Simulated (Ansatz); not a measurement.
Sn (diamond type), DFT, PBEsol, all-electron PAW with datasets made for the crystal, scalar-relativistic (Ansatz 0.2.0), on 1 thread of Arm Neoverse V1 (shared host).

Command: `ansatz run input.yaml --threads 1 --pin off --max-ram 2048MiB --backend cpu --events-out ev --progress --plain --runs-dir out`

```yaml
crystal:
  lattice:
    - [0.0, 3.2710663102, 3.2710663102]
    - [3.2710663102, 0.0, 3.2710663102]
    - [3.2710663102, 3.2710663102, 0.0]
  atoms:
    - { symbol: Sn, position: [-0.125, -0.125, -0.125] }
    - { symbol: Sn, position: [0.125, 0.125, 0.125] }
kpoints:
  mp_grid: { grid: [10, 10, 10] }
scf:
  occupations: { method: fermi_dirac, width: 0.1 }
hamiltonian:
  xc: pbesol
  pseudopotentials: { kind: all_electron, datasets: crystal }
output:
  forces: true
  stress: true
  eigenvalues: true
```

Task: How large is the problem that the program sets up?

Result: 47 irreducible k-points, 609 plane waves at Γ, 19 bands.

Task: About how long does it take?

Result: 7.7 s of wall time for 9 SCF iterations. Times on shared machines scatter by tens of per cent.
